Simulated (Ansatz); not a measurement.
LiF (rock salt), relaxed with r²SCAN (Ansatz, an electronic-structure program, plane waves, PAW): a = b = c = 3.9896 Å, α = β = γ = 90.00°.

gap (eV): 10.34
B₀ by P(V) fit (GPa): 77.5

Q: The same phase is relaxed and computed with HSE06 in the same code. What are the cell and these values now?

A: a = b = c = 4.0103 Å, α = β = γ = 90.00°.

- gap (eV): 11.53
- B₀ by P(V) fit (GPa): 73.5

All cells were relaxed under the symmetry of their starts (and spin orders); stability against distortions was not tested throughout.

Potentials: the earlier of the program's two PAW sets. The files were generated under PBE; for other functionals the program regenerates the frozen cores, and for LDA and PBEsol the local potential too.

Ansatz is a plane-wave DFT program.
